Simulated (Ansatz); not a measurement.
Calculated ¹¹B NMR of the central transition for BN

Cell: a structure deposited in the COD, whose atoms a relaxation with PBE at fixed cell left in place.

```
CELL_PARAMETERS angstrom
2.49824 0.00000 0.00000
-1.24912 2.16354 0.00000
0.00000 0.00000 6.63570
ATOMIC_POSITIONS crystal
B 0.33333 0.66667 0.25000
B 0.66667 0.33333 0.75000
N 0.33333 0.66667 0.75000
N 0.66667 0.33333 0.25000
```

Sites (sets of like atoms) are named by element and the number of their first atom in this list.

Level of theory: DFT, PBE, plane waves and PAW, scalar-relativistic, 420 eV cutoff, Γ-centred 14×14×5 k-points, Fermi–Dirac smearing 0.02 eV (Ansatz 0.2.0).

¹¹B has I = 3/2 and Q = 40.59 mb (Pyykkö 2018); at 14.1 T its Larmor frequency is ν₀ = 192.6 MHz. Only the quadrupole interaction is simulated: positions count from each site's isotropic chemical shift, and J coupling is left out, as are shift anisotropy and dipolar coupling, which fast spinning averages.

Problem. Give C_Q, η, the quadrupolar product P_Q = |C_Q|(1 + η²/3)^½, the second-order isotropic shift and the breadth of the pattern (fast magic-angle spinning) for each B site.

Solution. 

```json
{"site": "B", "first shell": "3 N at 1.44 Å", "C_Q (MHz)": "2.78", "η": "0.00", "P_Q (MHz)": "2.78", "δ_QIS (ppm)": "-5.20", "breadth (kHz)": "2.15"}
```

δ_QIS = −(ν_Q²/30ν₀²)[I(I+1) − 3/4](1 + η²/3) × 10⁶ ppm with ν_Q = 3|C_Q|/[2I(2I−1)]; it falls as 1/B₀² in ppm, and the breadth as 1/B₀ in kHz.

An axis of threefold or higher order runs through B, so V_zz lies along it and η is zero.

At this cell the PBE pressure is 5 GPa, so with PBE the cell would grow if it were relaxed.

The relaxation (1 step) took 1.6 s of wall time (4.9 s of CPU time) and 0.35 GiB at its peak, on 4 threads of Arm Neoverse N1 (aarch64; 8 cores open to the job, memory cap 8.0 GiB, no GPU), a shared host with a load of 0.3 a core.
